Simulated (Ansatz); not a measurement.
H4BrN:
```
CELL_PARAMETERS angstrom
      5.53356     0.00000     0.00000
      0.00000     5.53356     0.00000
      0.00000     0.00000     3.94849
ATOMIC_POSITIONS crystal
  H  0.00000 0.84471 0.84677
  H  0.65529 0.50000 0.84677
  H  0.00000 0.15529 0.84677
  H  0.34471 0.50000 0.84677
  H  0.50000 0.65529 0.15323
  H  0.15529 0.00000 0.15323
  H  0.50000 0.34471 0.15323
  H  0.84471 0.00000 0.15323
  Br 0.00000 0.50000 0.53086
  Br 0.50000 0.00000 0.46914
  N  0.00000 0.00000 0.00000
  N  0.50000 0.50000 0.00000
```

Relaxed with LDA. Special points in fractions of this cell's reciprocal vectors: Γ (0.000, 0.000, 0.000); X (0.000, 0.500, 0.000); M (0.500, 0.500, 0.000); Z (0.000, 0.000, 0.500); R (0.000, 0.500, 0.500); A (0.500, 0.500, 0.500).

List the band energies nearest the valence-band maximum at these points for the program Ansatz at the LDA level (PAW).

In eV from the valence-band maximum; about four levels below and three above (degenerate sets whole), none deeper than 8.9 eV; points with the same levels are listed once.

| k | below | above |
|---|---|---|
| Γ | -0.03 -0.03 -0.02 0.00 | 4.43 5.53 6.69 |
| X | -0.59 -0.59 -0.09 -0.09 | 6.24 6.24 7.72 7.72 |
| M | -0.22 -0.22 -0.20 -0.20 | 7.31 7.31 8.63 8.63 |
| Z | -1.57 -1.57 -1.57 -0.20 -0.20 | 7.24 7.91 8.12 8.12 |
| R | -0.97 -0.97 -0.55 -0.55 | 6.74 6.74 7.69 7.69 |
| A | -0.93 -0.93 -0.09 -0.09 | 5.79 5.79 6.53 6.53 |

Space group P4/nmm. The workflow started from a Materials Project entry (that database holds measured and hypothetical structures alike); the Crystallography Open Database files this formula in space group No. 129, but the cells were not matched. Its standing as an ambient phase is unchecked. The cell was relaxed with LDA under the symmetry of its start; phonons on a q-mesh show no instability. A crystal of weakly bound molecules computed without a dispersion correction: the cell and the soft elastic constants depend strongly on that. Scalar-relativistic: spin–orbit coupling is off unless named, which matters more the heavier the elements.

Potentials: the later of the program's two PAW sets.
